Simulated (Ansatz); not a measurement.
CaTiF6:
```xyz
8
Lattice="2.8652 1.6543 4.6820 -2.8652 1.6543 4.6820 0.0000 -3.3085 4.6820" Properties=species:S:1:pos:R:3 pbc="T T T"
Ca     0.0000     0.0000     7.0229
Ti     0.0000     0.0000     0.0000
F      0.0000     1.7972     8.2952
F      0.0000    -1.7972     5.7507
F     -1.5565    -0.8986     8.2952
F      1.5565     0.8986     5.7507
F      1.5565    -0.8986     8.2952
F     -1.5565     0.8986     5.7507
```

Relaxed with LDA.

### Question
Give the optical modes at the zone centre with their infrared and Raman activity from DFPT, DFT-LDA in the program Ansatz with PAW potentials.

### Answer
Transverse frequencies, without the LO–TO term; a row sums one degenerate level.

| ω (cm⁻¹) | degeneracy | IR ((D/Å)²/amu) | Raman (Å⁴/amu) | activity |
|---|---|---|---|---|
| 13i | 1 | 0.00 | 0 | silent |
| 12i | 2 | 0.00 | 0 | silent |
| 131 | 1 | 0.00 | 0 | silent |
| 132 | 2 | 0.00 | 0 | silent |
| 196 | 2 | 12.85 | 0 | IR |
| 196 | 1 | 6.44 | 0 | IR |
| 259 | 2 | 0.00 | 8.0 | Raman |
| 259 | 1 | 0.00 | 4.0 | Raman |
| 343 | 2 | 1.89 | 0 | IR |
| 343 | 1 | 0.95 | 0 | IR |
| 506 | 2 | 0.00 | 13 | Raman |
| 566 | 2 | 47.75 | 0 | IR |
| 566 | 1 | 23.87 | 0 | IR |
| 668 | 1 | 0.00 | 70 | Raman |

### Question
How high does the top mode go among those that the LO–TO term moves?

### Answer
719 cm⁻¹ for q along x.

Space group Fm-3m. The workflow started from a Materials Project entry (that database holds measured and hypothetical structures alike); the Crystallography Open Database copy checked does not list it. COD files the formula under space group No. 166, so this cell is another polymorph or a model. Whether it is the stable phase at ambient conditions was not checked. The cell was relaxed with LDA under the symmetry of its start; phonons on a q-mesh show no instability. The run is not spin-polarised.

Potentials: the later of the program's two PAW sets.
